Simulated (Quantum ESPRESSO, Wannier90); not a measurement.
**Tight-binding from DFT: TiNCl (Pmmn)**

```
CELL_PARAMETERS angstrom
      3.26575     0.00000     0.00000
      0.00000     3.94206     0.00000
      0.00000     0.00000     8.09629
ATOMIC_POSITIONS crystal
  Ti 0.50000 0.00000 0.09576
  Ti 0.00000 0.50000 0.90424
  N  0.00000 0.00000 0.95384
  N  0.50000 0.50000 0.04616
  Cl 0.50000 0.50000 0.67808
  Cl 0.00000 0.00000 0.32192
```

Structure: Materials Project mp-27850, symmetrised, not relaxed again. COD (Crystallography Open Database) has an entry of this formula and space group (matched by these alone). Method: LDA plane waves in Quantum ESPRESSO 7.5 (PseudoDojo norm-conserving files, 68 Ry, no spin polarisation, no spin-orbit coupling), Bloch states on a 6×4×4 mesh through Γ, Wannier90 4.0.1. Density: 10×8×4 mesh, Gaussian smearing 0.01 Ry. The cell is built of weakly bound layers, chains or molecules, whose nearest atoms lie 3.86 Å apart. Database cells relaxed without dispersion often hold them too far apart, which can enlarge gaps and weakens couplings between them; spacing and stacking were not compared with the measured crystal.

Functional, cutoff and mesh named above are those of the base row (6×4×4); the first column says what each row takes instead. Model: 16 functions from bands 9-24, start SCDM (isolated) (the valence bands). Energies are relative to the valence-band maximum; the misfit is to pw.x on a path, for all bands of the set. Only the mesh of Bloch states changes. Ω_total can sit in another minimum from row to row; Ω_I of an isolated set cannot. A star marks runs that hit the step limit.

Problem. Among the meshes 2×2×2, 3×2×2, 4×3×3, 5×3×3, 6×4×4, 7×5×5, which is the coarsest that interpolates to 20 meV rms?

Solution. 6×4×4.

```
mesh   Ω_I (Å²)  Ω_total (Å²)  rms misfit (meV)  k-points (cost)  rough cost of nscf and overlaps (first row = 1)
-----  --------  ------------  ----------------  ---------------  -----------------------------------------------
2×2×2     13.74         16.66               109                8                                              1.0
3×2×2     14.82         17.85                79               12                                              1.5
4×3×3     16.33         19.51                36               36                                                4
5×3×3     16.67         19.87                36               45                                                5
6×4×4     17.32         20.51               9.5               96                                                9
7×5×5     17.72        20.90*               8.2              175                                               15
```

Ω_I still rises with the mesh: the finite-difference spreads converge slowly and from below.
